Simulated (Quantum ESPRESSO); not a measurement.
# GaSiHfO5F: convergence and cost over cutoff and k mesh

A calculation, not a measurement. The program is pw.x of Quantum ESPRESSO 7.5 (plane-wave density functional theory). The cell is made up: 9 atoms on a corundum lattice with one site empty, with randomly drawn elements, strain and displacements, not relaxed. PseudoDojo standard norm-conserving files (v0.5 for PBE, v0.4.1 for LDA and PBEsol) set the functional; there is no spin polarisation, spin-orbit coupling or dispersion term, and the masses in the input are unused placeholders.

The hafnium pseudopotential is less sure than the others, with forces about 3 percent (worst 6) and pressure in oxides about 1.5 GPa (worst 2.7) from a second method in checks, which no rerun with the same files tests.

Input of the run in row 4:

```
&control calculation='scf', pseudo_dir='./dojo.nc.sr.pbe.v0_5.standard.upf', outdir='./o', disk_io='medium', tprnfor=.true., tstress=.true. /
&system ibrav=0, nat=9, ntyp=5, nbnd=39, ecutwfc=84.00895049, nosym=.true., tot_charge=0,
 occupations='smearing', smearing='fd', degauss=0.0018374661
/
&electrons conv_thr=7.350e-09, electron_maxstep=60, /
ATOMIC_SPECIES
F 1.0 F.upf
Ga 1.0 Ga.upf
Hf 1.0 Hf.upf
O 1.0 O.upf
Si 1.0 Si.upf
CELL_PARAMETERS angstrom
2.6842 1.6832 4.9193
-2.7719 1.6363 4.9838
-0.0845 -3.0872 4.8761
ATOMIC_POSITIONS angstrom
Ga -0.2568 0.1242 5.2969
Si -0.2796 0.1828 9.6003
Hf -0.1589 0.2024 12.5756
O -0.9538 1.7158 8.7216
O -0.9882 -1.527 8.5854
O 1.8784 0.2058 8.5752
O 1.0003 -1.6027 6.0629
F 0.6378 1.7073 6.1694
O -1.9068 -0.1662 6.256
K_POINTS automatic
5 5 5 1 1 1
```

The same cell was run at these settings. Meshes are shifted by half a step, and differences are from the last row, which is itself not exact.

| cutoff (eV) | k mesh | k points solved | threshold (eV) | free energy less the last row's (eV) | pressure (GPa) | largest stress difference (GPa) | largest force difference (eV/Å) | iterations | wall time (s) | k-point pools | processor |
| --- | --- | --- | --- | --- | --- | --- | --- | --- | --- | --- | --- |
| 800 | 2 x 2 x 2 | 4 | 1e-04 | 1.811 | -42.68 | 19.48 | 0.068 | 10 | 49 | 1 | AMD EPYC, Zen 5 class |
| 1143 | 1 x 1 x 1 | 1 | 1e-07 | -0.916 | -24.50 | 2.62 | 0.410 | 14 | 36 | 1 | AMD EPYC, Zen 5 class |
| 663 | 5 x 5 x 5 | 63 | 1e-07 | 12.882 | -114.37 | 91.10 | 0.122 | 14 | 276 | 1 | AMD EPYC, Zen 5 class |
| 1143 | 5 x 5 x 5 | 63 | 1e-07 | 0.002 | -23.39 | 0.03 | 0.000 | 15 | 896 | 1 | AMD EPYC, Zen 5 class |
| 1437 | 7 x 7 x 7 | 172 | 1e-07 | 0.000 | -23.36 | 0.00 | 0.000 | 15 | 478 | 4 | AMD EPYC, Zen 5 class |

Each pool is one process. Wall times include start-up and a band step at six k points, which weighs most on the coarsest meshes. The runs were on shared virtual cores whose load varied, so times are rough.